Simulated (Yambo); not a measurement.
G0W0@PBEsol for LiTaS2 (space group P6_3/mmc, No. 194) in Yambo. Reference settings: 6×6×1 Γ-centred k mesh, bands 5 to 185 and a 7 Ry block in the screening, 185 bands in G with the Bruneval-Gonze terminator, plasmon pole fitted at 27.2 eV. The PBEsol gap Γ → (0.167, 0.167, 0) on this mesh is 0.70 eV; G0W0 gaps are taken between the same points.

The settings were changed. The gap went from 1.01 eV to 0.94 eV, and the shift of the valence edge from 0.09 eV to 0.95 eV.

Question: What was changed between the two runs?
(A) no terminator
(B) 6 Ry block
(C) 75 bands in G, no terminator
(D) 2 Ry block

Answer: C, 75 bands in G, no terminator. The others gave (gap, valence shift): 6 Ry block: 1.00, 0.11 eV; no terminator: 0.99, 0.30 eV; 2 Ry block: 0.92, 0.37 eV.

Spin-orbit coupling is not included.

Geometry of the Materials Project entry, not relaxed at this level; primitive cell a = b = 3.3486 Å, c = 12.8881 Å, α = β = 90.00°, γ = 120.00°.

The structure is a Materials Project entry; no match was found in the copy of COD used, and its stability was not checked.

A shift is the quasiparticle energy of the state minus its PBEsol energy.
